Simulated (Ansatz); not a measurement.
Consider the following.

LaScO3:
```
LaScO3
1.0
    5.83529     0.00000     0.00000
    0.00000     8.14342     0.00000
    0.00000     0.00000     5.69791
La O Sc
4 12 4
Direct
  0.95425   0.25000   0.01184
  0.04575   0.75000   0.98816
  0.54575   0.75000   0.51184
  0.45425   0.25000   0.48816
  0.29667   0.94616   0.70352
  0.70333   0.44616   0.29648
  0.20333   0.05384   0.20352
  0.79667   0.55384   0.79648
  0.70333   0.05384   0.29648
  0.29667   0.55384   0.70352
  0.79667   0.94616   0.79648
  0.20333   0.44616   0.20352
  0.53504   0.25000   0.89888
  0.46496   0.75000   0.10112
  0.96496   0.75000   0.39888
  0.03504   0.25000   0.60112
  0.50000   0.00000   0.00000
  0.50000   0.50000   0.00000
  0.00000   0.00000   0.50000
  0.00000   0.50000   0.50000
```

This is the PBE-relaxed structure.

Q: All from PBE in the plane-wave PAW code Ansatz, unless another level is named. Predict the highest zone-centre frequency (without LO–TO term).

A: 19.05 THz.

Q: Next, the Hill bulk and shear moduli?

A: 153 and 78.9 GPa.

Space group Pnma. Symmetry was held in the PBE relaxation. No spin polarisation was allowed. Spin–orbit coupling is left out wherever it is not named.

Potentials: the later of the program's two PAW sets.
